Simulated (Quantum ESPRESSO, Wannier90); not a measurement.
# PbI₂ (CdI2 type): Wannier90 run

```
PbI2
1.0
    4.61269     0.00000     0.00000
   -2.30635     3.99471     0.00000
    0.00000     0.00000     7.25703
Pb I
1 2
Direct
  0.00000   0.00000   0.00000
  0.66667   0.33333   0.74095
  0.33333   0.66667   0.25905
```

Structure: Materials Project mp-22893, symmetrised, not relaxed again. COD (Crystallography Open Database) has the formula in 4 space groups, this one among them (matched by group alone). Level: PBEsol, spinors with spin-orbit coupling; pw.x of Quantum ESPRESSO at 56 Ry with PseudoDojo potentials, 6×6×4 k-points, Wannier90. Density: 12×12×4 mesh, cold smearing 0.01 Ry.

The plane-wave run has 52 bands and 28 electrons a cell. On the energy scale of pw.x, whose zero is arbitrary, the valence-band maximum lies at 3.23 eV.

Isolated groups of bands, relative to the valence-band maximum (bands from 35 on overlap up to the last one computed):

| bands | from (eV) | to (eV) | filling | weight on atomic waves |
|---|---|---|---|---|
| 1–4 | -17.44 | -17.43 | filled | Pb 5d 100 % |
| 5–10 | -14.90 | -14.84 | filled | Pb 5d 100 % |
| 11–14 | -12.09 | -11.33 | filled | I 5s 90 %, Pb 6p 6 % |
| 15–16 | -7.38 | -6.73 | filled | Pb 6s 80 %, I 5p 14 %, I 5s 6 % |
| 17–28 | -3.31 | 0.00 | filled | I 5p 84 %, Pb 6p 12 % |
| 29–34 | 1.46 | 4.55 | empty | Pb 6p 67 %, I 5p 25 % |

Input w.win, without the blocks of cell, atoms and k-points (144 lines):

```
num_bands = 42
num_wann = 24
exclude_bands = 1-10
spinors = true
num_iter = 1000
conv_tol = 1.0e-6
conv_window = 4
dis_num_iter = 1000
dis_conv_tol = 1.0e-6
dis_froz_max = 10.19
write_hr = true
write_u_matrices = true
begin projections
f=-0.00993,0.00152,0.00079: s;p
f=-0.34444,0.33213,-0.26060: s;p
f=0.32922,-0.34216,0.25417: s;p
end projections
mp_grid = 6 6 4
```

wannier90.x stops with:
```
dis_windows: More states in the frozen window than target WFs
```
At some k-point more bands lie below dis_froz_max than there are Wannier functions, and every frozen state has to fit into the subspace. Mended as below, all else unchanged, the run goes through (Ω_I = 36.3 Å²) and follows the plane-wave bands to 1.3 meV rms (states up to 2.5 eV relative to the valence-band maximum).
```
dis_froz_max = 6.19
```
